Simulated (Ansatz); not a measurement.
# TiSb: frozen-core PAW against all-electron methods

```xyz
4
Lattice="4.1033 0.0000 0.0000 -2.0516 3.5536 0.0000 0.0000 0.0000 6.2836" Properties=species:S:1:pos:R:3 pbc="T T T"
Ti    0.0000    0.0000    0.0000
Ti    0.0000    0.0000    3.1418
Sb    0.0000    2.3690    1.5709
Sb    2.0516    1.1845    4.7127
```

Atoms are numbered in the order listed.

The geometry is COD entry 1531830, unchecked; take it as a test cell.

No spin–orbit coupling, which matters for the heavy atoms here.

Levels of theory: DFT, LDA, PAW with Ansatz's default frozen-core files, scalar-relativistic (Ansatz 0.2.0); DFT, LDA, all-electron PAW with datasets made for the crystal, scalar-relativistic (Ansatz 0.2.0); DFT, LDA, all-electron LAPW, scalar-relativistic (Ansatz 0.2.0).

For PAW: a Γ-centred 12×12×7 k mesh, Fermi–Dirac smearing of 0.03 eV, cutoff 420 eV, no spin polarisation; the PAW files were made with PBE, and the program remakes their frozen cores for this functional. The crystal-made all-electron datasets (AE datasets) take a cutoff of 240 eV at this cell. LAPW targets a basis error of 1 meV/atom. The Ansatz runs share mesh, smearing and spin set-up. Plane-wave (PAW) pressures include the program's estimate of the Pulay term.

Stress and pressure are positive in compression.

Spin–orbit coupling is left out, which moves gradients at and beside heavy atoms by some per cent and at worst by a factor of two.

In a metal, gradients converge slowly with the k mesh: the values move by tens of per cent from one mesh to another, at times in sign, so only the comparison on one mesh counts.

Levels count from the Fermi level.

| quantity | PAW | AE datasets | LAPW |
| --- | --- | --- | --- |
| pressure (GPa) | -8.50 | -8.49 | -8.49 |
| stress xx (GPa) | -8.31 | -8.30 | -8.30 |
| stress zz (GPa) | -8.89 | -8.88 | -8.88 |
| highest filled level at A (eV) | -1.688 | -1.688 | -1.688 |
| lowest empty level at A (eV) | 0.230 | 0.230 | 0.230 |
| highest filled level at L (eV) | -0.098 | -0.098 | -0.098 |
| lowest empty level at L (eV) | 0.720 | 0.721 | 0.721 |
| highest filled level at Γ (eV) | -0.026 | -0.025 | -0.025 |
| lowest empty level at Γ (eV) | 0.912 | 0.912 | 0.912 |
| largest principal field gradient Vzz at Ti1 (10²¹ V/m²) | -5.51 | -5.61 | – |
| largest principal field gradient Vzz at Sb3 (10²¹ V/m²) | 3.24 | 3.27 | – |

PAW's pressure differs from the LAPW value by about 0.01 GPa or less.
